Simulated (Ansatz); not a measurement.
## BaRhO3 in Ansatz, relaxation

The input file (Ansatz 0.2.0, plane waves):

```yaml
crystal:
  lattice:
    - [3.84228214, 0.0, 0.0]
    - [0.0, 3.84228214, 0.0]
    - [0.0, 0.0, 3.84228214]
  atoms:
    - { symbol: Rh, position: [0.0, 0.0, 0.0], spin: 1.0 }
    - { symbol: O, position: [0.5, 0.0, 0.0] }
    - { symbol: O, position: [0.0, 0.5, 0.0] }
    - { symbol: O, position: [0.0, 0.0, 0.5] }
    - { symbol: Ba, position: [0.5, 0.5, 0.5] }
kpoints:
  mp_grid: { grid: [6, 6, 6], shift: [0, 0, 0] }
magnetization:
  spin_polarized: true
scf:
  occupations: { method: fermi_dirac, width: 0.0346 }
  lower_state_search: "off"
hamiltonian:
  pseudopotentials: { kind: paw }
  xc: r2scan
basis:
  ecutwfc: 500
  fft_grid_basis: typed
relax:
  max_steps: 40
  cell: { p_target: 0.0 }
  f_tol: 0.03
output:
  forces: true
  stress: true
  eigenvalues: true
  bader: true
  populations: true
  elf: true
  write_potential: true
  volumetric_format: npy
  dos:
    e_range: [-12, 8]
    de: 0.05
    projected: { site_lists: { Ba: [Ba], O: [O], Rh: [Rh] } }
  write_density: true
checkpoint:
  read: saved_state
```

Launch command:

```bash
ansatz run input.yaml --threads 2 --pin off --max-ram 4096MiB --backend cpu --events-out ev --progress --plain --runs-dir out
```

Origin of the cell: a known structure type with other elements, at an estimated volume, so it need not be a known compound.

The saved state is a converged single point of the same cell. Its moments changed on the way.

Steps («new basis» is an SCF on plane waves selected anew at the same cell):

```csv
step,ΔF (meV/atom),max force component (eV/Å),P (GPa),volume (Å³),SCF iterations,step was
1,0.0,0.000,30.32,56.72,23,accepted
2,-137.1,0.000,2.35,64.40,16,accepted
3,-138.2,0.000,0.35,65.13,8,accepted
4,-138.2,0.000,0.01,65.27,6,accepted
5,-139.0,0.000,0.03,65.27,11,new basis
```

Step 1, with forces in eV/Å:

```xyz
5
Lattice="3.842 0.000 0.000 0.000 3.842 0.000 0.000 0.000 3.842" Properties=species:S:1:pos:R:3:forces:R:3 pbc="T T T" step=1
Rh    0.000    0.000    0.000    0.000    0.000    0.000
O     1.921    0.000    0.000    0.000    0.000    0.000
O     0.000    1.921    0.000    0.000    0.000    0.000
O     0.000    0.000    1.921    0.000    0.000    0.000
Ba    1.921    1.921    1.921    0.000    0.000    0.000
```

Step 2, with forces in eV/Å:

```xyz
5
Lattice="4.008 0.000 0.000 0.000 4.008 0.000 0.000 0.000 4.008" Properties=species:S:1:pos:R:3:forces:R:3 pbc="T T T" step=2
Rh    0.000    0.000    0.000    0.000    0.000    0.000
O     2.004    0.000    0.000    0.000    0.000    0.000
O     0.000    2.004    0.000    0.000    0.000    0.000
O     0.000    0.000    2.004    0.000    0.000    0.000
Ba    2.004    2.004    2.004    0.000    0.000    0.000
```

Step 3, with forces in eV/Å:

```xyz
5
Lattice="4.023 0.000 0.000 0.000 4.023 0.000 0.000 0.000 4.023" Properties=species:S:1:pos:R:3:forces:R:3 pbc="T T T" step=3
Rh    0.000    0.000    0.000    0.000    0.000    0.000
O     2.012    0.000    0.000    0.000    0.000    0.000
O     0.000    2.012    0.000    0.000    0.000    0.000
O     0.000    0.000    2.012    0.000    0.000    0.000
Ba    2.012    2.012    2.012    0.000    0.000    0.000
```

Step 5, with forces in eV/Å:

```xyz
5
Lattice="4.026 0.000 0.000 0.000 4.026 0.000 0.000 0.000 4.026" Properties=species:S:1:pos:R:3:forces:R:3 pbc="T T T" step=5
Rh    0.000    0.000    0.000    0.000    0.000    0.000
O     2.013    0.000    0.000    0.000    0.000    0.000
O     0.000    2.013    0.000    0.000    0.000    0.000
O     0.000    0.000    2.013    0.000    0.000    0.000
Ba    2.013    2.013    2.013    0.000    0.000    0.000
```

```yaml
Free_energy_lowered_by: 139.0 meV/atom
Volume_change: 15.06 %
Final_pressure: 0.03 GPa
Relaxation_steps_listed: 5
Site_moments_at_the_end_small_spheres_which_read_low: Rh1 +0.9 μB
Total_moment: 1.59 μB
```

Caveats: the magnetic state was chosen at the start cell and may not be the lowest after relaxing; the relaxation held the start's symmetry, so the end may be a saddle point.

Time: 69 s on 2 threads of Arm Neoverse V1, on a shared host, peak memory 0.54 GiB, from a saved density.
